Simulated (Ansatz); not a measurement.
**Y4CdPt: field gradients at two levels of theory**

Cell: a computed structure from the Materials Project (it need not be an observed phase), taken as it stands.

```cif
data_Y4CdPt
_symmetry_space_group_name_H-M 'F-43m'
_symmetry_Int_Tables_number 216
_cell_length_a 13.7162
_cell_length_b 13.7162
_cell_length_c 13.7162
_cell_angle_alpha 90.000
_cell_angle_beta 90.000
_cell_angle_gamma 90.000
loop_
_atom_site_label
_atom_site_type_symbol
_atom_site_symmetry_multiplicity
_atom_site_Wyckoff_symbol
_atom_site_fract_x
_atom_site_fract_y
_atom_site_fract_z
Y1 Y 16 e 0.1023 0.6023 0.3977
Y5 Y 24 g 0.7500 0.4401 0.7500
Y11 Y 24 f 0.5000 0.3136 0.5000
Cd Cd 16 e 0.3312 0.8312 0.1688
Pt Pt 16 e 0.8931 0.3931 0.6069
```

One atom of each set is listed; the run and its k-mesh use a cell of 24 atoms with edges of 9.70, 9.70, 9.70 Å.

First run. Computed with Ansatz: DFT, PBE, plane waves and PAW, scalar-relativistic, 420 eV cutoff, Γ-centred 4×4×4 k-points, Fermi–Dirac smearing 0.05 eV.

```
site  V_zz (10²¹ V/m²)     η
  Y1             -0.15  0.00
  Y5             -7.72  0.11
 Y11              1.34  0.18
  Cd              2.56  0.00
  Pt              33.2  0.00
```

Second run. The same atoms and settings, except that the functional is LDA.

(1) Given the first result, estimate the second.

Answers

(1) 

```tsv
site	V_zz	η	change of V_zz
Y1	-0.057	0.00	+0.09
Y5	-8.18	0.12	-0.46
Y11	1.30	0.30	-0.04
Cd	2.52	0.00	-0.04
Pt	32.3	0.00	-0.92
```

The largest change of V_zz is on Pt, from 33.2 to 32.3. In per cent, |V_zz| changes by +6 on Y, -1 on Cd, -3 on Pt (all sites that start above 2).

With no gap above 0.1 eV, as in a metal, the gradients converge slowly in k; expect changes of a tenth or more on a denser mesh. Spin–orbit coupling is left out, which shifts gradients on Pt by a few per cent in wide-gap crystals, and can shift them far more where the calculated gap is small or absent, as here.
For the second run: At this cell the principal stresses reach 5 GPa in size with LDA, which can matter for small gradients.
